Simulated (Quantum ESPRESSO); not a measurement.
**Kohn-Sham bands of SnS (Cmcm)**

```
SnS
1.0
    0.00000     0.00000     4.09032
   -4.09044     0.00000     0.00000
    2.04522    -5.89812     0.00000
Sn S
2 2
Direct
  0.25000   0.87178   0.74356
  0.75000   0.12822   0.25644
  0.25000   0.65387   0.30774
  0.75000   0.34613   0.69226
```

Cell from Materials Project (mp-559676), symmetrised, no further relaxation. COD (Crystallography Open Database) has the formula in 3 space groups, this one among them (matched by group alone). Computed values, not measurements, from PBEsol: Quantum ESPRESSO (norm-conserving PseudoDojo potentials, cutoff 58 Ry, spinors with spin-orbit coupling) on a Γ-centred 6×6×6 mesh, then Wannier90. Density: 8×8×8 mesh, Gaussian smearing 0.01 Ry. With spin-orbit coupling a semilocal functional can close or falsely invert a small gap; the band order was not checked against a better method. The gap is small at this level and was sampled on the meshes and a path alone.

Energies are relative to the valence-band maximum; weights are on the orthonormalised atomic waves of the pseudopotential files, averaged over the group. 40 electrons a cell are treated as valence.

**Question.** Into which isolated groups do the bands fall, where do they lie and what are they made of?

**Answer.** 
```csv
bands,from (eV),to (eV),filling,weight on atomic waves
1–8,-21.89,-21.86,filled,Sn 4d 100 %
9–20,-20.86,-20.80,filled,Sn 4d 100 %
21–24,-13.87,-12.07,filled,"S 3s 77 %, Sn 5p 15 %, Sn 5s 6 %"
25–40,-8.21,0.00,filled,"S 3p 57 %, Sn 5s 21 %, Sn 5p 18 %"
```

The Kohn-Sham gap over both meshes and the path is 0.27 eV.
